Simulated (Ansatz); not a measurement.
In2Si2O7: computed property card

In₂Si₂O₇:
```
In2Si2O7
1.0
    3.31593     4.32465     0.00000
   -3.31593     4.32465     0.00000
   -1.03560     0.00000     4.61023
In Si O
2 2 7
Direct
  0.69241   0.69241   0.00000
  0.30759   0.30759   0.00000
  0.22172   0.77828   0.40977
  0.77828   0.22172   0.59023
  0.60750   0.07892   0.78137
  0.39250   0.92108   0.21863
  0.07892   0.60750   0.21863
  0.92108   0.39250   0.78137
  0.00000   0.00000   0.50000
  0.60786   0.39214   0.28251
  0.39214   0.60786   0.71749
```

Space group C2/m (No. 12); conventional cell a = 6.632 Å, b = 8.649 Å, c = 4.725 Å, α = 90.00°, β = 102.66°, γ = 90.00°.

Method: PBEsol in the plane-wave PAW code Ansatz. Geometry: relaxed at this level of theory. Other levels are named where they apply.

### Cell and energy

```json
{
 "volume_per_atom": "12.02 Å³",
 "density": "5.00 g/cm³",
 "Formation energy from the elements (no fitted shifts)": "-2.27 eV/atom"
}
```

### Electronic structure

```json
{
 "band_gap": "2.87 eV (direct)",
 "valence_band_maximum": "at Γ",
 "conduction_band_minimum": "at Γ",
 "electron_effective_mass": "0.34, 0.34, 0.38 mₑ (principal values)",
 "Electron effective mass with spin–orbit coupling": "0.34, 0.34, 0.38 mₑ (principal values)",
 "HSE06 gap on the PBEsol cell": "4.70 eV",
 "Gap with spin–orbit coupling": "2.87 eV"
}
```

### Mechanics

```json
{
 "Bulk modulus (Birch–Murnaghan fit)": "155 GPa",
 "Pressure derivative B′": "3.1",
 "Elastic constants (relaxed ions, GPa)": "C11 = 270, C22 = 218, C33 = 236, C12 = 112, C13 = 128, C23 = 134, C44 = 87.3, C55 = 72.7, C66 = 49.7, C15 = 6.4, C25 = 27.1, C35 = 10.4, C46 = 0.3",
 "mechanical_stability": "stable (all eigenvalues of C positive)",
 "hill_bulk_and_shear_moduli": "161 and 62.9 GPa",
 "Young's modulus": "167 GPa",
 "Poisson's ratio": "0.33",
 "debye_temperature_from_the_elastic_constants": "517 K"
}
```

### Dielectric response

```json
{
 "Electronic dielectric constant ε∞ (DFPT)": "3.69 (xx), 3.50 (yy), 3.36 (zz)",
 "Static dielectric constant ε0 (ions relaxed, cell fixed)": "11.0 (xx), 8.85 (yy), 8.65 (zz)",
 "Born charges (a third of the trace)": "In +3.35, Si +3.50, O -2.00 to -1.93 e"
}
```

### Phonons

```json
{
 "Highest zone-centre frequency (without LO–TO term)": "1122 cm⁻¹",
 "zone_centre_stability": "no imaginary mode at Γ",
 "dynamical_stability_on_the_path": "stable (no imaginary branch)",
 "zero_point_energy": "82.1 meV/atom",
 "Vibrational entropy at 300 K": "17.5 J/(K·mol of atoms)"
}
```

The first step of the workflow began from a Materials Project structure, measured or hypothetical; the Crystallography Open Database files this formula in space group No. 12, but the cells were not matched. Its standing as an ambient phase is unchecked. The cell was relaxed with PBEsol under the symmetry of its start. The references are the lowest solids computed at this level, not always the standard phases (solids in place of the gases). Scalar-relativistic: spin–orbit coupling is off unless named, which matters more the heavier the elements.

Potentials: the later of the program's two PAW sets.
